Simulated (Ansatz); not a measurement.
## Ga$_{4}$AsP$_{3}$ (P3m1) at 2 levels of theory

One geometry, relaxed with PBE; plane waves with PAW potentials in Ansatz, scalar-relativistic. No spin polarisation. Gaps are the least over mesh and band path; pressure is positive in compression.

```
CELL_PARAMETERS angstrom
3.92165 0.00000 0.00000
-1.96083 3.39625 0.00000
0.00000 0.00000 12.93726
ATOMIC_POSITIONS crystal
Ga 0.66667 0.33333 0.50589
Ga 0.66667 0.33333 0.99826
Ga 0.00000 0.00000 0.24436
Ga 0.00000 0.00000 0.75181
P 0.66667 0.33333 0.18356
P 0.66667 0.33333 0.69062
P 0.00000 0.00000 0.93703
As 0.00000 0.00000 0.43648
```

| level | cutoff (eV) | k mesh | gap (eV) | pressure (GPa) |
| --- | --- | --- | --- | --- |
| PBE | 420 | 12×12×2 | 0.93 | 0.0 |

Question: What comes out on the same cell with r2SCAN?

Answer:
```tsv
level	cutoff (eV)	k mesh	gap (eV)	pressure (GPa)
r2SCAN	500	12×12×2	1.28	-2.5
```

The cell was found from a structure generator's guess, not taken from experiment.
